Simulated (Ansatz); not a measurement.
The cell is the one relaxed in the Materials Project (mp-28554), not relaxed further here; entries there can be hypothetical.

Ca2AsI: DFT, LDA, PAW with Ansatz's default frozen-core files, scalar-relativistic (Ansatz 0.2.0).

Command: `ansatz run input.yaml --threads 1 --pin off --max-ram 4096MiB --backend cpu --events-out ev --progress --plain --runs-dir out` The run took about 51 s on 1 thread of a shared machine.

```yaml
crystal:
  lattice:
    - [2.1982497185, 1.2691600667, 7.4508450006]
    - [-2.1982497185, 1.2691600667, 7.4508450006]
    - [0.0, -2.5383201334, 7.4508450006]
  atoms:
    - { symbol: Ca, position: [0.23128652, 0.23128652, 0.23128652] }
    - { symbol: Ca, position: [0.76871348, 0.76871348, 0.76871348] }
    - { symbol: As, position: [0.5, 0.5, 0.5] }
    - { symbol: I, position: [0.0, 0.0, 0.0] }
kpoints:
  mp_grid: { grid: [8, 8, 8] }
  band_path:
    path:
      - [0.0, 0.0, 0.0]
      - [0.5, 0.5, 0.5]
      - [0.8139900372, 0.1860099628, 0.5]
      - [0.5, -0.1860099628, 0.1860099628]
      - [0.5, 0.0, 0.0]
      - [0.0, 0.0, 0.0]
      - [0.3430049814, -0.3430049814, 0.0]
      - [0.6569950186, 0.0, 0.3430049814]
      - [0.5, 0.0, 0.5]
    npoints: 14
scf:
  occupations: { method: fermi_dirac, width: 0.01 }
hamiltonian:
  xc: lda
  pseudopotentials: { kind: paw }
output:
  forces: true
  stress: true
  eigenvalues: true
  efg: { contact_densities: true }
  populations: true
  bader: true
  dos: { projected: true, de: 0.2, e_range: [-14, 8] }
  write_density: true
  write_potential: true
  elf: true
  volumetric_format: npy
```

Output:

```
basis.fft_grid_basis auto: the FFT boxes are laid along the combinations [[1, -1, 0], [0, 1, 0], [0, -1, 1]] of the cell's own vectors, 4.396, 7.871 and 4.396 Å long. The dense box has 30×54×30 points. Along the cell's own vectors, as sized, it would have 54×54×54, 3.24 times as many. Of the 12 symmetry operations that the crystal satisfies within crystal.symmetry.tolerance (time reversal apart; of a slab, those that keep its plane) the dense box along the cell's own vectors carries 12, and the one as laid loses 8 of those. basis.fft_grid_basis: typed keeps the cell's own vectors: state it where this run's energies or levels are differenced outside the engine with another run's, or held beside a run that keeps those vectors. Those combinations have planes normal to reciprocal vector 3, as the cell's own vectors have. Each planar average written beside output.write_density, output.write_potential has a row for each plane of the box: 30. The volumetric files lie along those combinations, not along the cell's own vectors: a cube or XSF file states them, and fields.json those of NumPy files.
I: output.efg is read without spin–orbit coupling, which moves field gradients at and beside such atoms by some per cent and up to a factor of two; PAW files take it under magnetization.noncollinear and magnetization.spin_orbit
Engine: ansatz 0.2.0
Pseudopotentials: kind: paw
Pseudopotential: Ca, paw, valence charge 10, recommended cutoff 420 eV (normal)
Pseudopotential: As, paw, valence charge 15, recommended cutoff 420 eV (normal)
Pseudopotential: I, paw, valence charge 17, recommended cutoff 420 eV (normal)
Functional definition: SPW92
  exchange = slater_x
  correlation = pw_c
Crystal: 4 atoms, lattice volume = 124.724 Å³
Basis set: ecut = 420 eV, 2443 PW (Γ), FFT grids on a1−a2, a2, −a2+a3
Bands: 32, of which v1, the nominal top of the filled ones, is band 26 counted from 1 (25 counted from 0)
Symmetry: 12 space group operations
Space group: R-3m (ITA 166), of the structure as read, at distance tolerance 5.0e-5 Å
k-points: 65 of 512
Non-local potential: Ca, projectors of the file, l = 0: 3, l = 1: 2, l = 2: 2
Non-local potential: As, projectors of the file, l = 0: 2, l = 1: 2, l = 2: 3, l = 3: 1
Non-local potential: I, projectors of the file, l = 0: 2, l = 1: 2, l = 2: 2, l = 3: 2
PAW form: soft (Blöchl's): semilocal exchange-correlation on the pseudo side does not see the compensation charge
PAW frozen core: Ca, regenerated for the run's functional, and the local potential with it (the file was generated under x = pbe(κ = 0.804, μ = 0.2195149727645171), c = pbe(β = 0.06672455060314922))
PAW frozen core: As, regenerated for the run's functional, and the local potential with it (the file was generated under x = pbe(κ = 0.804, μ = 0.2195149727645171), c = pbe(β = 0.06672455060314922))
PAW frozen core: I, regenerated for the run's functional, and the local potential with it (the file was generated under x = pbe(κ = 0.804, μ = 0.2195149727645171), c = pbe(β = 0.06672455060314922))
PAW one-centre angular grid: Ca, 110 points (default); XC on 64 Gauss nodes
PAW one-centre angular grid: As, 590 points (default); XC on 64 Gauss nodes
PAW one-centre angular grid: I, 590 points (default); XC on 64 Gauss nodes
Initial density: superposition of atomic densities (neutral atoms: chi_scale 0, normalization atom), corrected by the library's trained network
Initial wavefunctions: pseudopotential atomic-orbital guess
Functional: x = slater, c = lda
SCF iter   1: F=—  HF=-15680.550181 eV  |F-HF|=—  |Δ(HF+E_count)|=         —  Δρ=4.40e-3  dr2=1.21e-2  ethr=1.77e-3  ⟨swp⟩=10.3  Hψ=12463  notcnv=0
preconditioner: auto → Resta (q_TF=auto, 2.358 Å⁻¹)  ε∞=3.9  [insulator: Δε(μ)=1.451 eV  Ē_g=7.743 eV  σ=0.010 eV  W_gap=1.00  n_scr=28 (ndim 8)  ℏωp=13.3 eV  f_vac=0.009  D(μ)=0.00/eV (n_scr^D=0)  ε∞_Penn≈3.9]
SCF iter   2: F=—  HF=-15680.548021 eV  |F-HF|=—  |Δ(HF+E_count)|=   2.16e-3  Δρ=2.45e-3  dr2=4.29e-3  ethr=2.33e-5  ⟨swp⟩=3.3  Hψ=3455  notcnv=0  defer=107
SCF iter   3: F=—  HF=-15680.547604 eV  |F-HF|=—  |Δ(HF+E_count)|=   4.17e-4  Δρ=3.68e-4  dr2=1.42e-4  ethr=8.25e-6  ⟨swp⟩=2.0  Hψ=2796  notcnv=0  defer=107
SCF iter   4: F=—  HF=-15680.547561 eV  |F-HF|=—  |Δ(HF+E_count)|=   4.32e-5  Δρ=1.09e-4  dr2=1.21e-5  ethr=2.73e-7  ⟨swp⟩=2.0  Hψ=3663  notcnv=0  defer=107
SCF iter   5: F=—  HF=-15680.547563 eV  |F-HF|=—  |Δ(HF+E_count)|=   1.82e-6  Δρ=3.32e-5  dr2=2.28e-6  ethr=2.32e-8  ⟨swp⟩=2.1  Hψ=3654  notcnv=0  defer=107
SCF iter   6: F=—  HF=-15680.547562 eV  |F-HF|=—  |Δ(HF+E_count)|=   6.13e-7  Δρ=1.55e-5  dr2=2.42e-7  ethr=4.39e-9  ⟨swp⟩=2.1  Hψ=3216  notcnv=0  defer=107
SCF iter   7: F=-15680.547562 eV  HF=-15680.547562 eV  |F-HF|=1.36e-9  |Δ(HF+E_count)|=   9.23e-8  Δρ=3.47e-6  dr2=1.86e-8  ethr=1.92e-10  ⟨swp⟩=15.0  Hψ=15596  notcnv=0
SCF 1 converged in 7 iterations: F = -15680.547562 eV  dr2 = 1.86e-8
  greatest PAW one-centre occupation: 1.000 electrons in one spin orbital (limit 2), on the I atom at site 3 (counted from 0), in its partial waves of l = 2
NSCF: frozen V_eff on 113 k-points
SCF converged after 7 iterations
Free energy (F): -15680.547562 eV
Harris-Foulkes:  -15680.547562 eV  (|F-HF|=1.36e-9)
Internal energy: -15680.547562 eV  (E = F + TS)
E sigma→0 (E₀):  -15680.547562 eV
Fermi energy:    7.327152 eV
--- Per-component energies (eV) ---
  E_band       = -930.421542
  E_kinetic    = 848.835678
  E_local      = -5507.484282  (includes V_loc(G=0)·N_el)
  E_nonlocal   = -616.777371
  E_hartree    = 2610.178697
  E_xc         = -477.487251
  E_vxc        = -549.324834  (∫ρ·V_xc dr)
  E_paw        = -8046.858660  (= ΣΔE_a)
  E_vpaw       = -326.028734  (= ΣTr[D̂ρ^β])
  E_aug_tail   = 0.000073  (compensation charges beyond the density's cutoff)
  E_ewald      = -4494.377223
  E_core_change = 3.422777  (= ΣΔE_core)
  E_smearing   = -0.000000  (= −TS)
  E_closure    = 0.000000  (closes the sum)
  Σ components = -15680.547562   (vs F -15680.547562, Δ=0.00e0)
--- Forces (eV/Å), atoms counted from 1 ---
  atom   1  Ca     0.00000000    -0.00000000    -0.11390722
  atom   2  Ca     0.00000000     0.00000000     0.11390722
  atom   3  As     0.00000000     0.00000000     0.00000000
  atom   4  I      0.00000000     0.00000000     0.00000000
  max |Σ_I F_I| component: 1.39e-17 eV/Å
--- Stress (GPa, compression-positive) ---
       -3.179040       0.000000       0.000000
        0.000000      -3.179040      -0.000000
        0.000000      -0.000000      -2.827101
  P = ⅓ Tr σ = -3.0617 GPa (-30.617 kbar)
--- PAW observables at the nuclei: V_zz in 10²¹ V/m², potentials from the cell's mean, atoms counted from 1 ---
  atom   1  Ca V_zz =    +1.640265   η = 0.0000   by run symmetry: allowed
            electrostatic potential = -2213.410817 V   contact ρ = 40969.106103 e/Å³
  atom   2  Ca V_zz =    +1.640265   η = 0.0000   by run symmetry: allowed
            electrostatic potential = -2213.410817 V   contact ρ = 40969.106103 e/Å³
  atom   3  As V_zz =    +2.523245   η = 0.0000   by run symmetry: allowed
            electrostatic potential = -4514.664348 V   contact ρ = 234343.768588 e/Å³
  atom   4  I  V_zz =    +3.109328   η = 0.0000   by run symmetry: allowed
            electrostatic potential = -8886.288553 V   contact ρ = 1597647.474937 e/Å³
--- Band table (eV; the first three rows and the last of 65) ---
  k-point 0: bands = ["-38.8029", "-38.8029", "-38.8025", "-38.7920", "-38.7920", "-33.4693", "-33.4593", "-26.7958", "-26.7958", "-26.7897", "-26.7821", "-26.7821", "-14.8203", "-14.7267", "-14.7023", "-14.7023", "-14.6868", "-14.6868", "-6.7933", "-2.3950", "2.4197", "4.1965", "4.1965", "6.0884", "6.6000", "6.6000", "8.5443", "9.4905", "9.4905", "9.6116", "10.1594", "10.1594"]
  k-point 1: bands = ["-38.8029", "-38.8029", "-38.8025", "-38.7920", "-38.7919", "-33.4686", "-33.4594", "-26.7958", "-26.7957", "-26.7896", "-26.7821", "-26.7820", "-14.8165", "-14.7323", "-14.7058", "-14.7057", "-14.6922", "-14.6864", "-6.7559", "-2.3470", "2.5220", "3.8384", "4.1301", "5.9973", "6.1268", "6.5362", "9.0571", "9.3673", "9.7361", "9.8414", "10.1160", "10.2168"]
  k-point 2: bands = ["-38.8029", "-38.8029", "-38.8025", "-38.7920", "-38.7918", "-33.4668", "-33.4596", "-26.7958", "-26.7955", "-26.7895", "-26.7820", "-26.7819", "-14.8070", "-14.7485", "-14.7136", "-14.7128", "-14.7035", "-14.6865", "-6.6636", "-2.2222", "2.7675", "3.1074", "3.9753", "5.3708", "5.9275", "6.4189", "8.9508", "9.5999", "9.8961", "10.2718", "10.3848", "10.4081"]
  k-point 64: bands = ["-38.8029", "-38.8029", "-38.8026", "-38.7920", "-38.7920", "-33.4691", "-33.4595", "-26.7958", "-26.7958", "-26.7897", "-26.7821", "-26.7821", "-14.8119", "-14.7356", "-14.7024", "-14.7024", "-14.6868", "-14.6868", "-6.7845", "-2.4518", "2.8949", "4.2349", "4.2349", "4.9813", "6.4340", "6.4340", "8.8849", "9.7625", "9.7625", "9.9940", "10.5382", "10.5382"]
--- Löwdin populations: 4 sites ---
  site symbol       q [e]
     0     Ca      8.4742
     1     Ca      8.4742
     2     As     16.8133
     3      I     17.6173
  spilling = 0.011941 (of n_electrons = 52.000000)
--- Bader charges: 4 sites ---
  site symbol  charge [e]  shift [e]
     0     Ca      1.3506     0.0002
     1     Ca      1.3506     0.0002
     2     As     -1.8680     0.0004
     3      I     -0.8332     0.0000
  estimated error of the sums over rays = 4.5e-4 e
```

populations.tsv:

```
# site	symbol	l	j	q
# orbitals = lowdin
# n_electrons = 52.000000
# spilling = 0.011941
0	Ca	0_3S	-	1.992708
0	Ca	0_4S	-	0.488261
0	Ca	1_3P	-	5.993267
1	Ca	0_3S	-	1.992708
1	Ca	0_4S	-	0.488261
1	Ca	1_3P	-	5.993267
2	As	0_4S	-	1.802922
2	As	1_4P	-	5.010988
2	As	2_3D	-	9.999384
3	I	0_5S	-	1.939298
3	I	1_5P	-	5.678476
3	I	2_4D	-	9.999532
```

bader_charges.tsv:

```
# site	symbol	x_ang	y_ang	z_ang	partial_charge_e	electrons	volume_ang3	relative_density_drop	shared_charge_e	partial_wave_shift_e
# quadrature_error_electrons = 4.5e-4
0	Ca	0.0000	0.0000	5.1698	1.35057	18.64943	16.04	-	1.35057	0.00020
1	Ca	0.0000	0.0000	17.1827	1.35057	18.64943	16.04	-	1.35057	0.00020
2	As	0.0000	0.0000	11.1763	-1.86799	34.86799	42.76	-	-1.86799	0.00040
3	I	0.0000	0.0000	0.0000	-0.83315	53.83315	49.88	-	-0.83315	0.00000
```
